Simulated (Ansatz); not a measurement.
Total density of states per atom from plane-wave PAW LDA (Ansatz code), in 0.25 eV bins, energy from the Fermi level:

(E (eV), states/eV/atom): (-7.85, 0.11); (-7.60, 0.14); (-7.35, 0.18); (-7.10, 0.25); (-6.85, 0.36); (-6.60, 0.47); (-6.35, 0.36); (-6.10, 0.56); (-5.85, 1.27); (-5.60, 1.92); (-5.35, 1.72); (-5.10, 1.40); (-4.85, 1.03); (-4.60, 1.12); (-4.35, 1.26); (-4.10, 1.25); (-3.85, 1.31); (-3.60, 1.64); (-3.35, 1.28); (-3.10, 0.93); (-2.85, 1.69); (-2.60, 1.94); (-2.35, 1.52); (-2.10, 1.54); (-1.85, 1.85); (-1.60, 0.97); (-1.35, 0.80); (-1.10, 0.91); (-0.85, 0.89); (-0.60, 0.68); (-0.35, 0.69); (-0.10, 0.77); (0.15, 0.49); (0.40, 0.25); (0.65, 0.05); (0.90, 0.03); (1.15, 0.04); (1.40, 0.07); (1.65, 0.14); (1.90, 1.54); (2.15, 1.16); (2.40, 1.42); (2.65, 2.04); (2.90, 0.67); (3.15, 0.70); (3.40, 0.53); (3.65, 0.60); (3.90, 0.46); (4.15, 0.41); (4.40, 0.35); (4.65, 0.18)

Q: Pick the material that matches.
A) ScPt3, Cu3Au type
B) ScIr3, Cu3Au type
C) MoPt, Pmma (Mo on 2e, Pt on 2f)
D) ScF3, ReO3 type

A: A, ScPt3, Cu3Au type. Within 0.5 eV of the Fermi level: Pt 5d 77 %, Sc 3d 9 %, Sc 4s 5 %. Projections are on Löwdin-orthogonalised atomic valence shells; empty p or d shells of many metals are not among them.

Space group Pm-3m (Cu3Au type). The workflow started from a Materials Project entry (that database holds measured and hypothetical structures alike); the Crystallography Open Database files this formula in space group No. 221, but the cells were not matched. Its standing as an ambient phase is unchecked. The LDA relaxation kept the symmetry of its start; whether a distortion lowers the energy is not shown. The run is not spin-polarised. Scalar-relativistic: spin–orbit coupling is off unless named, which matters more the heavier the elements.

Potentials: the later of the program's two PAW sets.
